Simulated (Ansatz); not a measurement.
LaMg (CsCl type, Pm-3m) at seven volumes, r²SCAN (plane waves, PAW; program Ansatz), scaled uniformly. One row is withheld.

| V (Å³/atom) | P (GPa) |
|---|---|
| 28.608 | 3.75 |
| 29.551 | 2.33 |
| 30.494 | ? |
| 31.437 | 0.00 |
| 32.380 | -0.95 |
| 33.324 | -1.78 |
| 34.267 | -2.52 |

Fit the shown pressures and predict the withheld one.

P = (3/2)B₀(x^(7/2) − x^(5/2))[1 + (3/4)(B′ − 4)(x − 1)] with x = (V₀/V)^(2/3). Least squares on the six rows gives V₀ = 31.439 Å³/atom, B₀ = 33.9 GPa, B′ = 3.41. At V = 30.494, x = 1.0206 and P = 1.09 GPa. The run itself gave 1.08 GPa.

The workflow started from an entry of the Crystallography Open Database (COD). Whether it is the stable phase at ambient conditions was not checked. Symmetry was held in the r²SCAN relaxation; its stability against distortions is not shown here. Spin–orbit coupling is left out wherever it is not named.

Potentials: the later of the program's two PAW sets.
